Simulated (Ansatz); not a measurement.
**Kick test of a cell of Ir3Rh2**

It was reached by relaxing an invented guess, and it needn't be the stable form of this composition.

Level of theory: DFT PBE, scalar-relativistic, plane waves, PAW (Ansatz). Plane waves to 420 eV, a k mesh through Γ of 18×18×2 on the computed 10-atom cell and Gaussian smearing (0.10 eV); no spin polarisation.

The cell below (10 atoms, space group P6_3/mmc (No. 194)) is relaxed within its symmetry.

```xyz
10
Lattice="2.7400 0.0000 0.0000 -1.3700 2.3729 0.0000 0.0000 0.0000 22.1165" Properties=species:S:1:pos:R:3 pbc="T T T"
Ir    0.0000    1.5819   16.5873
Ir    0.0000    1.5819    3.3076
Ir    0.0000    1.5819    7.7506
Ir    1.3700    0.7910   18.8088
Ir    1.3700    0.7910    5.5291
Ir    1.3700    0.7910   14.3659
Rh    0.0000    1.5819   21.0099
Rh    0.0000    1.5819   12.1648
Rh    1.3700    0.7910    1.1066
Rh    1.3700    0.7910    9.9517
```

For the test it was strained at random (σ = 1.5 % a component), the atoms were moved at random (σ = 0.05 Å), and all was relaxed again on a coarse 12×12×1 mesh (in the run’s order of axes) with 0.20 eV smearing, with no symmetry imposed.

Spin–orbit coupling, which can matter for Ir, is left out.

Problem. What happens?

Solution. It returns, within 1 meV/atom of the unmoved cell on that mesh and with the same symmetry when read at 0.1 Å (C2 at 0.01 Å, so small strains and shifts remain). So it is stable against the distortions that fit this cell and that this random move excites. Modes that don't fit the cell aren't tested.
